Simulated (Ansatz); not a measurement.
Li: computed property card

Li:
```xyz
3
Lattice="1.5474 0.8934 7.5860 -1.5474 0.8934 7.5860 0.0000 -1.7868 7.5860" Properties=species:S:1:pos:R:3 pbc="T T T"
Li     0.0000     0.0000    17.7002
Li     0.0000     0.0000     5.0578
Li     0.0000     0.0000     0.0000
```

Space group R-3m (No. 166), 9R (Sm type); conventional cell a = 3.0948 Å, b = 3.0948 Å, c = 22.7580 Å, α = 90.00°, β = 90.00°, γ = 120.00°.

Method: r²SCAN in the plane-wave PAW code Ansatz. Structure relaxed to zero pressure with the same functional. Other levels are named where they apply.

**Cell and energy**

| Quantity | Result |
|---|---|
| Volume per atom | 20.97 Å³ |
| Density | 0.55 g/cm³ |

**Electronic structure**

| Item | Result |
|---|---|
| Electronic character | metallic (no gap) |
| Density of states at the Fermi level | 0.48 states/eV per atom (mean over ±0.08 eV) |

**Mechanics**

| Quantity | Result |
|---|---|
| Bulk modulus (Birch–Murnaghan fit) | 13.0 GPa |
| Pressure derivative B′ | 3.3 |

**Phonons**

| Item | Value |
|---|---|
| Highest zone-centre frequency | 283 cm⁻¹ |
| Zone-centre stability | no imaginary mode at Γ |

The workflow started from a Materials Project entry (that database holds measured and hypothetical structures alike); the Crystallography Open Database files this formula in space group No. 166, but the cells were not matched. It is not the phase usual at ambient conditions (space group No. 229). The cell was relaxed with r²SCAN under the symmetry of its start. As this level gives no gap, phonon frequencies hold no LO–TO term and depend on the k-mesh and smearing (Fermi–Dirac, 0.1 eV here). Axis ratios of metals converge slowly with the k-mesh, so a and c are less sure than the volume.

Potentials: the earlier of the program's two PAW sets.
